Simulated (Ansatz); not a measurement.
## YTiGe: pressure against volume

YTiGe, P4/nmm, a = 4.056 Å, c = 7.659 Å. The structure is a COD entry; whether it is the stable form wasn't checked. Ansatz: r2SCAN, PAW, 500 eV, Γ-centred 10×10×6 mesh on 6 atoms, Gaussian smearing 0.10 eV; no spin polarisation. Shape and atoms are relaxed at each volume; pressure is positive in compression.

| V (Å³/atom) | P (GPa) |
| --- | --- |
| 19.739 | 6.55 |
| 20.369 | 3.02 |
| 20.999 | -0.01 |
| 21.629 | ? |
| 22.259 | -4.68 |

Task: Take V0 = 20.999 Å³/atom, count pressures from its P0 = -0.01 GPa, fit the third-order Birch–Murnaghan form to the other rows, and predict the missing pressure.

Result: With the Eulerian strain f = ½[(V0/V)^(2/3) − 1] and y = (P − P0)/[3f(1 + 2f)^(5/2)], the form is the line y = B0 + 1.5 B0 (B0′ − 4) f. Rows (f, y): 0.02106, 93.7; 0.01026, 93.6; -0.01905, 90.0. Means f = 0.004090, y = 92.433; Σ(Δf)² = 0.0008615, ΣΔfΔy = 0.08500; the slope is their ratio. y = 92.03 + 98.67 f GPa, so B0 = 92.0 GPa and B0′ = 4 + 2 × (98.67)/(3 × 92.03) = 4.71. At V = 21.629, f = -0.00976, y = 91.07 and P = -2.55 GPa. The run gave -2.55 GPa, the same to the digits shown.